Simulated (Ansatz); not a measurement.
In2Pt (fluorite or antifluorite type, Fm-3m) at seven volumes, the program Ansatz at the LDA level (PAW), scaled uniformly. One row is withheld.

```json
[
 {"V (Å³/atom)": "19.094", "P (GPa)": "14.13"},
 {"V (Å³/atom)": "19.723", "P (GPa)": "8.52"},
 {"V (Å³/atom)": "20.353", "P (GPa)": "3.86"},
 {"V (Å³/atom)": "20.982", "P (GPa)": "0.00"},
 {"V (Å³/atom)": "21.612", "P (GPa)": "?"},
 {"V (Å³/atom)": "22.241", "P (GPa)": "-5.85"},
 {"V (Å³/atom)": "22.871", "P (GPa)": "-8.03"}
]
```

Fit the shown pressures and predict the withheld one.

P = (3/2)B₀(x^(7/2) − x^(5/2))[1 + (3/4)(B′ − 4)(x − 1)] with x = (V₀/V)^(2/3). Least squares on the six rows gives V₀ = 20.982 Å³/atom, B₀ = 117 GPa, B′ = 5.26. At V = 21.612, x = 0.9805 and P = -3.20 GPa. The run itself gave -3.21 GPa.

The first step of the workflow began from a Materials Project structure, measured or hypothetical; the Crystallography Open Database files this formula in space group No. 225, but the cells were not matched. Whether it is the stable phase at ambient conditions was not checked. Symmetry was held in the LDA relaxation; of distortions, only those at the zone centre were tested. No spin polarisation was allowed. Spin–orbit coupling is left out wherever it is not named.

Potentials: the later of the program's two PAW sets.
